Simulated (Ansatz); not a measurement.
ZrAg in space group Cmcm (No. 63; Zr on 4c, Ag on 4c) at seven volumes, PBEsol (plane waves, PAW; program Ansatz), shape and atoms relaxed at each. One row is withheld.

```json
[
 {"V (Å³/atom)": "17.518", "P (GPa)": "13.41"},
 {"V (Å³/atom)": "18.096", "P (GPa)": "8.20"},
 {"V (Å³/atom)": "18.673", "P (GPa)": "3.77"},
 {"V (Å³/atom)": "19.251", "P (GPa)": "0.00"},
 {"V (Å³/atom)": "19.828", "P (GPa)": "-3.22"},
 {"V (Å³/atom)": "20.406", "P (GPa)": "-5.94"},
 {"V (Å³/atom)": "20.983", "P (GPa)": "?"}
]
```

**Question.** Fit the shown pressures and predict the withheld one.

**Answer.** Third-order Birch–Murnaghan: P = (3/2)B₀(x^(7/2) − x^(5/2))[1 + (3/4)(B′ − 4)(x − 1)] with x = (V₀/V)^(2/3). Least squares on the six rows gives V₀ = 19.251 Å³/atom, B₀ = 115.8 GPa, B′ = 4.35. At V = 20.983, x = 0.9442 and P = -8.28 GPa. The run itself gave -8.26 GPa.

The start of the workflow was typed in or built on a structure type; neither database checked (COD, Materials Project) lists it. COD files the formula under space group No. 129. Its standing as an ambient phase is unchecked. The PBEsol relaxation kept the symmetry of its start; its stability against distortions is not shown here. The run is not spin-polarised.

Potentials: the earlier of the program's two PAW sets. The files were generated under PBE; for other functionals the program regenerates the frozen cores, and for LDA and PBEsol the local potential too.
